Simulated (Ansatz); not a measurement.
Al$_{2}$O$_{3}$: energy along a strain

Al$_{2}$O$_{3}$, Pnnm, a = 4.629 Å, b = 9.609 Å, c = 2.995 Å. This isn't the usual stable structure of the compound. Ansatz: r2SCAN, PAW, 500 eV, Γ-centred 6×4×8 mesh on 10 atoms, Gaussian smearing 0.05 eV; no spin polarisation. Cell vectors (Å): 4.629 0.000 0.000; 0.000 9.609 0.000; 0.000 0.000 2.995. The cell is strained by x per cent times the pattern (1 -1 0 0 0 0) in the order xx yy zz yz xz xy (engineering shears), with fractional coordinates held. y is the free energy over the start, V0 = 13.323 Å³/atom.

| x (%) | y (meV/atom) |
| --- | --- |
| -4.00 | 29.13 |
| -3.00 | ? |
| -2.00 | 7.49 |
| -1.00 | 1.89 |
| 0.00 | 0.00 |
| 1.00 | 2.02 |
| 2.00 | 8.16 |
| 3.00 | 18.63 |
| 3.50 | 25.56 |
| 4.00 | 33.66 |

**Question.** Fit y = c2 x² + c3 x³ to the other rows, get the stiffness along the pattern, and predict the missing energy.

**Answer.** Least squares on the rows shown. y = 1.9620 x² + 0.035542 x³. The clamped-ion stiffness p·C·p = 2 × 19.62 eV × 160.2 / 13.323 Å³ = 472 GPa. At x = -3.00 the fit asked for gives 16.70 meV/atom. The run gave 16.63 meV/atom, so the fit is 0.07 meV/atom too high, a small miss on the scale of the series.